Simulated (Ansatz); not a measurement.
# Checking a converged run of Fe

Fe is taken as a measured crystal structure (space group Im-3m, primitive cell doubled), 2 atoms in the cell. Source: COD entry 9013463, which need not be the ambient phase.

These are results of DFT, HSE06, PAW, plane waves, scalar-relativistic (Ansatz development build ahead of 0.2.0), not measurements.

```yaml
crystal:
  lattice:
    - [-1.4302, 1.4302, 1.4302]
    - [1.4302, -1.4302, 1.4302]
    - [2.8604, 2.8604, -2.8604]
  atoms:
    - { symbol: Fe, position: [0.0, 0.0, 0.0], spin: 4.0 }
    - { symbol: Fe, position: [0.0, 0.0, 0.5], spin: 4.0 }
  symmetry: { detect: false, time_reversal: true }
magnetization:
  spin_polarized: true
hamiltonian:
  xc: hse06
  pseudopotentials: { kind: paw }
basis:
  ecutwfc: 420
kpoints:
  mp_grid: { grid: [6, 6, 3] }
scf:
  occupations: { method: fermi_dirac, width: 0.1 }
  lower_state_search: "off"
output:
  forces: true
  stress: true
  write_density: true
  write_potential: true
  elf: true
  volumetric_format: npy
```

Command:
```sh
ansatz run input.yaml --threads 4 --pin off --max-ram 10240MiB --backend cpu --events-out ev --progress --plain --runs-dir out
```

Wall time and machine: 38 s on 4 threads of Intel(R) Xeon(R) Platinum 8375C CPU @ 2.90GHz (Ice Lake), on a shared host, peak memory 0.86 GiB.

The end of the output:

```
SCF 4 converged in 7 iterations: F = -8958.062477 eV  dr2 = 5.33e-11
  Residual-converged pass: ⟨swp⟩=3.1  Hψ=5369  notcnv=0  max |occ|·‖R‖ = 2.6e-7 eV (tolerance 2.7e-7 eV)  dr2=5.48e-11  dr2_m=8.29e-12  dr2_onsite=1.71e-11  max |Δocc| = 2.0e-13
hybrid outer 3: dexx = +1.835e-7 eV, tail = 3.78e-9 eV, Δε = 1.47e-3 eV (about 7.07e-5 eV left of the loop's levels), ΔF = 2.48e-14 eV/Å (tail 3.78e-5)
the last iteration of the SCF fills more bands at one k-point than at another: 18 at σ=↑ k=8 and 20 at σ=↑ k=1; 11 at σ=↓ k=26 and 14 at σ=↓ k=3 (a band counts as filled where it holds over half of its capacity, the bands of one level by their mean; [...]
this state was not tested for a lower state beside it, because the functional holds exact exchange (a hybrid, or Hartree-Fock), whose exchange loop this test does not read (fock_operator); [...]
hybrid SCF converged: 3 outer / 26 inner (+15 warm-up), last move |dexx| = 1.83e-7 eV, tail = 3.78e-9 eV
Magnetization: 5.4634 μB (18.7317 up, 13.2683 down)
Absolute magnetization: 6.4841 μB (∫|ρ↑−ρ↓|, with the PAW one-centre terms)
Spin contamination: 0.4377 ħ² per cell (⟨S²⟩ above its minimum at these occupations)
Per-site moments (μB) at R_I (Å): [(2.9716, 1.0218), (2.9716, 1.0218)]
Free energy (F): -8958.062477 eV
Frozen-core exchange: fock
Harris-Foulkes:  -8958.062477 eV  (|F-HF|=4.00e-11)
Internal energy: -8958.028747 eV  (E = F + TS)
E sigma→0 (E₀):  -8958.045612 eV
Entropy (-TS):   -0.033729 eV (-16.865 meV/atom)
Fermi energy:    18.025404 eV
--- Forces (eV/Å), atoms counted from 1 ---
  atom   1  Fe     0.00000000     0.00000000    -0.00000000
  atom   2  Fe    -0.00000000     0.00000000     0.00000000
--- Stress (GPa, compression-positive) ---
        6.773834      -0.000074       0.000005
       -0.000074       6.773835       0.000005
        0.000005       0.000005       6.773817
  P = ⅓ Tr σ = 6.7738 GPa (67.738 kbar)
  guard bands above this table: 3 of the run's 24 bands. The solve was not asked for them (output.publish_guard_bands: true or output.eigenvalues: true publishes all)
```

The mesh is coarse, so energy differences (and at times their sign) aren't converged.

Hybrids strongly overstate moments, exchange splitting and magnetic energies in itinerant metals. Pressures are approximate, as the exchange loop's threshold is loose for stress.

Site moments are taken inside atomic spheres and don't add up to the total.

Q: Has the SCF ended in the lowest solution? If not, by how much is it too high?

A: None of the other runs went lower. It is the lowest of 3 states reached by 10 converged runs, and the next lies 427 meV/atom higher (antiferromagnetic, site moments Fe1 3.09, Fe2 -3.09 μB, total 0.00 μB per cell, no gap on the k-mesh). That doesn't prove a ground state. This multiple of the primitive cell fits some opposed orders; other multiples fit others. Only collinear orders within this cell were tried; the true ground state may need a larger cell.
